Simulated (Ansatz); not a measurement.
Relaxation of a generated cell, RbAu placed in the AFLOW prototype AB_oC8_63_c_c (B33, as in CrB); 4 atoms in the cell, which starts as Cmcm (No. 63), oS8; a = 4.7361 Å, b = 12.5152 Å, c = 4.6667 Å, α = 90.00°, β = 90.00°, γ = 90.00°. Level of theory: PBE (plane waves to 420 eV, PAW, scalar-relativistic; Ansatz, a program for electronic structure). Γ-centred k-mesh 7×7×7 on the run's cell (coarser than for final values), Fermi–Dirac smearing 0.05 eV. This is the first round of the run. 

The optimiser's lines from the output (shortened; P is positive under compression):

```
relax step   1: F+E_penalty+E_count = -32834.46090828 eV  Δ(F+E_penalty+E_count) = +0.000e0 eV  max|allowed force component| = 1.475e-1 eV/Å  Δτ_max = 0.0000 Å  P = +1.817 GPa  Ω = 138.305 Å³  (7 SCF iters, dr2 threshold 1.00e-7 eV, accepted)
relax step   2: F+E_penalty+E_count = -32834.52504039 eV  Δ(F+E_penalty+E_count) = -6.413e-2 eV  max|allowed force component| = 4.077e-2 eV/Å  Δτ_max = 0.0217 Å  P = +0.726 GPa  Ω = 145.107 Å³  (6 SCF iters, dr2 threshold 4.00e-7 eV, accepted)
relax step   3: F+E_penalty+E_count = -32834.54459553 eV  Δ(F+E_penalty+E_count) = -1.956e-2 eV  max|allowed force component| = 1.087e-2 eV/Å  Δτ_max = 0.0346 Å  P = +0.103 GPa  Ω = 150.654 Å³  (7 SCF iters, dr2 threshold 4.00e-7 eV, accepted)
relax step   4: F+E_penalty+E_count = -32834.54612017 eV  Δ(F+E_penalty+E_count) = -1.525e-3 eV  max|allowed force component| = 7.225e-3 eV/Å  Δτ_max = 0.0030 Å  P = -0.013 GPa  Ω = 151.472 Å³  (6 SCF iters, dr2 threshold 1.55e-7 eV, accepted)
relax step   5: F+E_penalty+E_count = -32834.54702429 eV  Δ(F+E_penalty+E_count) = -9.041e-4 eV  max|allowed force component| = 7.235e-3 eV/Å  Δτ_max = 0.0000 Å  P = -0.016 GPa  Ω = 151.472 Å³  stress off target by 2.16e-2 GPa  SCF on the basis re-selected at this cell (its energy is not comparable with the rows above)  (9 SCF iters)
relax step   6: F+E_penalty+E_count = -32834.54706902 eV  Δ(F+E_penalty+E_count) = -4.473e-5 eV  max|allowed force component| = 1.954e-3 eV/Å  Δτ_max = 0.0040 Å  P = +0.005 GPa  Ω = 151.375 Å³  (7 SCF iters, dr2 threshold 1.17e-9 eV, accepted)
relax step   7: F+E_penalty+E_count = -32834.54706289 eV  Δ(F+E_penalty+E_count) = +6.132e-6 eV  max|allowed force component| = 1.952e-3 eV/Å  Δτ_max = 0.0000 Å  P = +0.005 GPa  Ω = 151.375 Å³  stress off target by 7.25e-3 GPa  SCF on the basis re-selected at this cell (its energy is not comparable with the rows above)  (6 SCF iters)
```

From the first to the last row the energy changes by -0.02 eV/atom and the volume by +9.4 %. The last row is marked as not comparable with the walk above it, whose basis was carried along; it does compare with step 1, since both stand on a basis selected at the nominal cutoff for their own cell.

Later rounds, restarted from the end of this one on a renewed k-mesh, logged 2 more steps and released under 1 meV/atom more. The final structure after all rounds: Cmcm (No. 63), oS8, AFLOW prototype AB_oC8_63_c_c (B33, as in CrB); a = 4.913 Å, b = 12.447 Å, c = 4.951 Å, α = 90.00°, β = 90.00°, γ = 90.00°. Between re-selections the logged energies stand on a plane-wave basis carried along with the cell. No spin polarisation in the result.

The run could not lose the symmetry of its start: the end is stationary, and may be a saddle point rather than a minimum.

The relaxed structure here is a generated cell of RbAu: the first start was made by placing the elements on the sites of a structure type, and the end was not matched to a known phase here, so it may be hypothetical. Known forms of RbAu include space group No. 221.
